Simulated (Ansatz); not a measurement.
Ansatz (a program for electronic structure) input:

Ansatz 0.2 input:
```yaml
crystal:
  lattice:
    - [5.0918400945, 0.0, 0.0]
    - [0.0, 5.0918400945, 0.0]
    - [0.0, 0.0, 5.0918400945]
  atoms:
    - { symbol: Sr, position: [0.0, 0.5, 0.5] }
    - { symbol: Sr, position: [0.5, 0.0, 0.5] }
    - { symbol: Sr, position: [0.5, 0.5, 0.0] }
    - { symbol: O, position: [0.5, 0.5, 0.5] }
    - { symbol: Sn, position: [0.0, 0.0, 0.0] }
kpoints:
  mp_grid: { grid: [8, 8, 8] }
basis: { xc_grid: 2, fft_grid_basis: typed }
hamiltonian:
  xc: pbesol
  pseudopotentials: { kind: paw }
scf:
  occupations: { method: gaussian, width: 0.05 }
checkpoint: { read: metal.run }
output: { write_density: true, elf: true, volumetric_format: npy }
```

Output (shortened):

```
Pseudopotential: Sr, paw, valence charge 10
Pseudopotential: O, paw, valence charge 6
Pseudopotential: Sn, paw, valence charge 14
Functional definition: PBEsol
Crystal: 5 atoms, lattice volume = 132.015 Å³
Basis set: ecut = 420 eV, 2553 PW (Γ), exchange–correlation on 72×72×72 points (8 copies of the dense FFT grid, shifted against one another)
Bands: 35, of which v1, the nominal top of the filled ones, is band 25 counted from 1 (24 counted from 0)
Symmetry: 48 space group operations
Space group: Pm-3m (ITA 221), of the structure as read, at distance tolerance 5.1e-5 Å
k-points: 35 of 512
Stability of the state it starts from, as read at its close in the unpolarized treatment …
iter 1 solved again at ethr=8.19e-7 eV; its pass at ethr=3.10e-3 eV (dr2=4.09e-4 eV) is discarded
SCF iter   1: F=—  HF=-16992.591207 eV  |F-HF|=—  |Δ(HF+E_count)|=         —  Δρ=1.69e-6  dr2=3.38e-9  ethr=8.19e-7  ⟨swp⟩=3.1  Hψ=10721  notcnv=0
preconditioner: auto → Resta (q_TF=auto, 2.321 Å⁻¹)
SCF iter   2: F=—  HF=-16992.591212 eV  |F-HF|=—  |Δ(HF+E_count)|=   4.46e-6  Δρ=1.23e-6  dr2=2.09e-9  ethr=6.77e-12  ⟨swp⟩=9.6  Hψ=6105  notcnv=0
SCF iter   3: F=-16992.591212 eV  HF=-16992.591212 eV  |F-HF|=3.20e-10  |Δ(HF+E_count)|=  4.87e-10  Δρ=5.65e-7  dr2=4.16e-10  ethr=4.18e-12  ⟨swp⟩=1.1  Hψ=3188  notcnv=0
SCF 1 converged in 3 iterations: F = -16992.591212 eV  dr2 = 4.16e-10
SCF converged after 3 iterations
Free energy (F): -16992.591212 eV
Harris-Foulkes:  -16992.591212 eV  (|F-HF|=3.20e-10)
Internal energy: -16992.590994 eV  (E = F + TS)
E sigma→0 (E₀):  -16992.591103 eV
Entropy (-TS):   -0.000217 eV (-0.043 meV/atom)
Fermi energy:    9.390785 eV
--- Per-component energies (eV) ---
  E_band       = -347.761902
  E_kinetic    = 1101.238915
  E_local      = -3201.937037  (includes V_loc(G=0)·N_el)
  E_nonlocal   = 628.294377
  E_hartree    = 1160.314638
  E_xc         = -968.890670
  E_vxc        = -677.685108  (∫ρ·V_xc dr)
  E_paw        = -12152.562897  (= ΣΔE_a)
  E_vpaw       = -518.305563  (= ΣTr[D̂ρ^β])
  E_aug_tail   = 0.002420  (compensation charges beyond the density's cutoff)
  E_ewald      = -3559.773911
  E_core_change = 0.723170  (= ΣΔE_core)
  E_smearing   = -0.000217  (= −TS)
  E_closure    =  0.000000  (closes the sum)
  Σ components = -16992.591212   (vs F -16992.591212, Δ=0.00e0)
  [band-id]    e_kinetic+e_local+e_nonlocal+2·e_hartree+e_vxc+e_vpaw+e_augmentation_tail = -347.762719   (vs E_band -347.761902, Δ=-8.17e-4)
--- Band table (eV; the first three rows and the last of 35) ---
  k-point 0: bands = ["-26.2637", "-26.1242", "-26.1242", "-10.9089", "-10.9089", "-10.9089", "-10.9013", "-10.9013", "-8.9069", "-8.6950", "-8.6950", "-8.6950", "-8.2074", "-8.2074", "-8.2074", "-7.9935", "-7.9935", "-7.9935", "2.2074", "5.9406", "5.9406", …
  k-point 1: bands = ["-26.2589", "-26.1288", "-26.1242", "-10.9096", "-10.9096", "-10.9089", "-10.9018", "-10.9010", "-9.1643", "-8.6796", "-8.6796", "-8.5095", "-8.2125", "-8.2125", "-8.2094", "-8.0042", "-8.0042", "-7.8894", "2.2809", "5.7602", "5.9201", …
  k-point 2: bands = ["-26.2458", "-26.1415", "-26.1240", "-10.9115", "-10.9115", "-10.9088", "-10.9031", "-10.9002", "-9.4551", "-8.6380", "-8.6380", "-8.4085", "-8.2303", "-8.2303", "-8.2143", "-8.0287", "-8.0287", "-7.6195", "2.4748", "5.3560", "5.8727", …
  k-point 34: bands = ["-26.1682", "-26.1682", "-26.1682", "-10.9091", "-10.9091", "-10.9091", "-10.8981", "-10.8981", "-10.5951", "-8.5886", "-8.5886", "-8.5886", "-7.9873", "-7.9873", "-7.9873", "-7.9744", "-7.9744", "-6.5732", "2.8542", "4.4552", "4.4552", …
```

Cost: about 5 core-seconds (a rough figure) on shared cores.

The workflow started from an entry of the Crystallography Open Database (COD). Whether it is the stable phase at ambient conditions was not checked. The PBEsol relaxation kept the symmetry of its start; its stability against distortions is not shown here. A small band overlap can be real or an error of a semilocal functional. Scalar-relativistic: spin–orbit coupling is off unless named, which matters more the heavier the elements.

Potentials: the later of the program's two PAW sets.

Ansatz is a plane-wave DFT program.
